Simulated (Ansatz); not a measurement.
Ansatz (an electronic-structure program) input:

Ansatz 0.2 input:
```yaml
crystal:
  lattice:
    - [4.0276410965, 0.0, 0.0]
    - [-2.0138205482, 3.4880395069, 0.0]
    - [0.0, 0.0, 6.4201694463]
  atoms:
    - { symbol: Mg, position: [0.6666666667, 0.3333333333, 0.4964176889] }
    - { symbol: Mg, position: [0.3333333333, 0.6666666667, 0.9964176889] }
    - { symbol: S, position: [0.3333333333, 0.6666666667, 0.3785723111] }
    - { symbol: S, position: [0.6666666667, 0.3333333333, 0.8785723111] }
kpoints:
  mp_grid: { grid: [8, 8, 5] }
hamiltonian:
  xc: pbesol
  pseudopotentials: { kind: paw }
scf:
  occupations: { method: fixed }
dielectric: { raman: true }
```

Output (shortened):

```
Pseudopotential: Mg, paw, valence charge 10
Pseudopotential: S, paw, valence charge 6
Functional definition: PBEsol
Crystal: 4 atoms, lattice volume = 90.194 Å³
Basis set: ecut = 420 eV, 1785 PW (Γ), exchange–correlation on 54×54×96 points (8 copies of the dense FFT grid, shifted against one another)
Bands: 20, of which v1, the nominal top of the filled ones, is band 16 counted from 1 (15 counted from 0)
Symmetry: 12 space group operations
k-points: 93 of 320 (irreducible under 2 space group operations, time reversal used)
SCF iter   1: F=—  HF=-5599.569989 eV  |F-HF|=—  |Δ(HF+E_count)|=         —  Δρ=3.05e-3  dr2=1.44e-2  ethr=1.77e-3  ⟨swp⟩=5.0  Hψ=7959  notcnv=0  defer=180
preconditioner: auto → Resta (q_TF=auto, 2.296 Å⁻¹)
SCF iter   2: F=—  HF=-5599.562455 eV  |F-HF|=—  |Δ(HF+E_count)|=   7.53e-3  Δρ=1.54e-3  dr2=3.49e-3  ethr=4.49e-5  ⟨swp⟩=2.1  Hψ=3495  notcnv=0  defer=186
SCF iter   3: F=—  HF=-5599.561677 eV  |F-HF|=—  |Δ(HF+E_count)|=   7.78e-4  Δρ=4.24e-4  dr2=1.09e-4  ethr=1.09e-5  ⟨swp⟩=3.0  Hψ=3534  notcnv=0  defer=186
SCF iter   4: F=—  HF=-5599.561701 eV  |F-HF|=—  |Δ(HF+E_count)|=   2.37e-5  Δρ=1.99e-4  dr2=3.46e-5  ethr=3.40e-7  ⟨swp⟩=2.0  Hψ=3352  notcnv=0  defer=186
SCF iter   5: F=—  HF=-5599.561690 eV  |F-HF|=—  |Δ(HF+E_count)|=   1.12e-5  Δρ=7.77e-5  dr2=6.13e-6  ethr=1.08e-7  ⟨swp⟩=3.0  Hψ=3875  notcnv=0  defer=2
SCF iter   6: F=—  HF=-5599.561688 eV  |F-HF|=—  |Δ(HF+E_count)|=   1.63e-6  Δρ=8.97e-6  dr2=1.18e-7  ethr=1.92e-8  ⟨swp⟩=2.0  Hψ=3162  notcnv=0  defer=2
SCF iter   7: F=—  HF=-5599.561688 eV  |F-HF|=—  |Δ(HF+E_count)|=   2.71e-7  Δρ=2.62e-6  dr2=7.45e-9  ethr=3.69e-10  ⟨swp⟩=2.2  Hψ=2702  notcnv=0  defer=1
SCF iter   8: F=—  HF=-5599.561688 eV  |F-HF|=—  |Δ(HF+E_count)|=   6.98e-9  Δρ=5.59e-7  dr2=2.95e-10  ethr=2.33e-11  ⟨swp⟩=2.4  Hψ=2833  notcnv=0  defer=1
SCF iter   9: F=-5599.561688 eV  HF=-5599.561688 eV  |F-HF|=6.37e-12  |Δ(HF+E_count)|=  1.27e-10  Δρ=7.29e-8  dr2=6.92e-12  ethr=1.00e-12  ⟨swp⟩=4.1  Hψ=6252  notcnv=0
SCF 1 converged in 9 iterations: F = -5599.561688 eV  dr2 = 6.92e-12
NSCF: frozen V_eff on 5 k-points
DFPT response loops at Γ: preconditioner auto → Resta (q_TF=auto, 2.296 Å⁻¹)  ε∞=4.3 (no band partly filled) …
── the response to a field inside a basis, on 8×8×6 k-points: an SCF that follows is theirs, and a resumed run solves both again ──
Crystal: 4 atoms, lattice volume = 90.194 Å³
Bands: 17, of which v1, the nominal top of the filled ones, is band 16 counted from 1 (15 counted from 0)
k-points: 60
SCF iter   1: F=—  HF=-5599.556845 eV  |F-HF|=—  |Δ(HF+E_count)|=         —  Δρ=9.27e-5  dr2=1.30e-6  ethr=1.00e-1
preconditioner: auto → Resta (q_TF=auto, 2.296 Å⁻¹)
SCF iter   2: F=—  HF=-5599.556847 eV  |F-HF|=—  |Δ(HF+E_count)|=   2.15e-6  Δρ=4.93e-5  dr2=3.92e-7  ethr=4.07e-9
SCF iter   3: F=—  HF=-5599.556848 eV  |F-HF|=—  |Δ(HF+E_count)|=   9.14e-7  Δρ=1.79e-6  dr2=2.72e-9  ethr=1.23e-9
SCF iter   4: F=—  HF=-5599.556848 eV  |F-HF|=—  |Δ(HF+E_count)|=   4.61e-9  Δρ=7.03e-7  dr2=5.60e-10  ethr=8.49e-12
SCF iter   5: F=-5599.556848 eV  HF=-5599.556848 eV  |F-HF|=2.55e-11  |Δ(HF+E_count)|=  9.68e-10  Δρ=1.41e-7  dr2=2.99e-11  ethr=1.75e-12
SCF 1 converged in 5 iterations: F = -5599.556848 eV  dr2 = 2.99e-11
DFPT response loops at Γ: preconditioner auto → Resta (q_TF=auto, 2.296 Å⁻¹)  ε∞=4.2 (no band partly filled) …
DFPT response loops at Γ: mixed as the last ones told, above
SCF converged after 9 iterations
Free energy (F): -5599.561688 eV
Harris-Foulkes:  -5599.561688 eV  (|F-HF|=6.37e-12)
Internal energy: -5599.561688 eV  (E = F + TS)
E sigma→0 (E₀):  -5599.561688 eV
Fermi energy:    3.236872 eV
--- Per-component energies (eV) ---
  E_band       = -736.937355
  E_kinetic    = 367.652496
  E_local      = -3766.719823  (includes V_loc(G=0)·N_el)
  E_nonlocal   = 248.887262
  E_hartree    = 1363.826859
  E_xc         = -251.176572
  E_vxc        = -251.197416  (∫ρ·V_xc dr)
  E_paw        = -1730.788196  (= ΣΔE_a)
  E_vpaw       = -63.213537  (= ΣTr[D̂ρ^β])
  E_aug_tail   = -0.000003  (compensation charges beyond the density's cutoff)
  E_ewald      = -1831.485334
  E_core_change = 0.241623  (= ΣΔE_core)
  E_smearing   =  0.000000  (= −TS)
  E_closure    =  0.000000  (closes the sum)
  Σ components = -5599.561688   (vs F -5599.561688, Δ=0.00e0)
  [band-id]    e_kinetic+e_local+e_nonlocal+2·e_hartree+e_vxc+e_vpaw+e_augmentation_tail = -736.937303   (vs E_band -736.937355, Δ=5.20e-5)
--- Band table (eV; the first three rows and the last of 93) ---
  k-point 0: bands = ["-70.2751", "-70.2750", "-37.2235", "-37.2206", "-37.2179", "-37.2179", "-37.2174", "-37.2174", "-8.1833", "-7.4274", "-0.0504", "2.6652", "2.6652", "3.0911", "3.0911", "3.2369", "6.5426", "7.8170", "10.6216", "10.6216"]
  k-point 1: bands = ["-70.2751", "-70.2750", "-37.2232", "-37.2209", "-37.2178", "-37.2178", "-37.2174", "-37.2174", "-8.1209", "-7.5119", "0.1867", "2.7034", "2.7034", "2.7332", "3.0478", "3.0478", "7.0328", "7.9145", "10.5818", "10.5818"]
  k-point 2: bands = ["-70.2751", "-70.2750", "-37.2225", "-37.2216", "-37.2177", "-37.2177", "-37.2176", "-37.2176", "-7.9494", "-7.7183", "0.8393", "1.7636", "2.8058", "2.8058", "2.9373", "2.9373", "7.8246", "8.0774", "10.6429", "10.6429"]
  k-point 92: bands = ["-70.2750", "-70.2750", "-37.2222", "-37.2219", "-37.2191", "-37.2190", "-37.2185", "-37.2183", "-7.4115", "-7.3260", "0.3583", "0.4273", "1.4942", "1.7498", "2.4057", "2.7362", "8.6236", "8.6299", "9.8735", "10.0890"]
--- Dielectric response (ions clamped): 3 representative field directions + reference, inside a basis on a mesh of 384 k-points (Σ response iterations 18) ---
  ε∞ (high-frequency dielectric tensor):
        4.098927     0.000000     0.000000
        0.000000     4.098927     0.000000
        0.000000     0.000000     4.219651
  Born effective charges Z* (e; rows j = field, columns β = displacement):
    site 0:
         1.87703    0.00000    0.00000
         0.00000    1.87703    0.00000
         0.00000    0.00000    1.95544
    site 1:
         1.87703    0.00000    0.00000
         0.00000    1.87703    0.00000
         0.00000    0.00000    1.95544
    site 2:
        -1.87703    0.00000    0.00000
         0.00000   -1.87703    0.00000
         0.00000    0.00000   -1.95544
    site 3:
        -1.87703    0.00000    0.00000
         0.00000   -1.87703    0.00000
         0.00000    0.00000   -1.95544
  Z* charge neutrality: 4.125e-3 e pre-enforcement
  solved inside a basis spanned on kpoints, on 8×8×6 k-points transformed towards the longest dipole: ε∞ is read to err by 1.1e-2, Z* by 1.3e-2 e (field_mesh …
  Raman tensors (in the event stream and the table raman_tensors.tsv) …
```

Cost: about 6 core-minutes (a rough figure) on shared cores.

Space group P6_3mc (wurtzite). The workflow started from a Materials Project entry (that database holds measured and hypothetical structures alike); the Crystallography Open Database copy checked does not list it. COD files the formula under space group No. 225, so this cell is another polymorph or a model. Its standing as an ambient phase is unchecked. Symmetry was held in the PBEsol relaxation; phonons on a q-mesh show no instability.

Potentials: the later of the program's two PAW sets.

Ansatz is a plane-wave DFT program.
